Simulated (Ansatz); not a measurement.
Ru:
```yaml
crystal:
  lattice:
    - [2.69225, 0.00000, 0.00000]
    - [-1.34613, 2.33156, 0.00000]
    - [0.00000, 0.00000, 8.64344]
  atoms:
    - { symbol: Ru, position: [0.00000, 0.00000, 0.00000] }
    - { symbol: Ru, position: [0.66667, 0.33333, 0.25000] }
    - { symbol: Ru, position: [0.00000, 0.00000, 0.50000] }
    - { symbol: Ru, position: [0.33333, 0.66667, 0.75000] }
```

Relaxed with r²SCAN. Special points in fractions of this cell's reciprocal vectors: Γ (0.000, 0.000, 0.000); M (0.500, 0.000, 0.000); K (0.333, 0.333, 0.000); A (0.000, 0.000, 0.500); L (0.500, 0.000, 0.500); H (0.333, 0.333, 0.500).

**Question.** List the band energies nearest the Fermi level at these points for r²SCAN (plane waves, PAW; program Ansatz).

**Answer.** In eV from the Fermi level; about four levels below and three above (degenerate sets whole), none deeper than 8.9 eV; … stands for higher levels left out; points with the same levels are listed once.

```tsv
k	below	above
Γ	-0.83 -0.83 -0.07 -0.07	0.63 0.63 1.24
M	-2.34 -1.63 -1.01 -0.94	1.65 1.67 1.69
K	-2.81 -2.81 -2.79 -1.16 -1.16	0.14 0.14 1.05
A	-0.39 -0.39 -0.39 -0.39	…
L	-0.87 -0.87 -0.30 -0.30	0.91 0.91 1.71 1.71
H	-1.15 -1.15 -0.26 -0.26	1.23 1.23 1.57 1.57
```

Space group P6_3/mmc (dhcp (α-La type)). The start of the workflow was typed in or built on a structure type. Its sites differ from those of the usual phase in this space group: another stacking or structure type. The cell was relaxed with r²SCAN under the symmetry of its start; whether a distortion lowers the energy is not shown. The run is not spin-polarised. Spin–orbit coupling is left out wherever it is not named.

Potentials: the earlier of the program's two PAW sets.
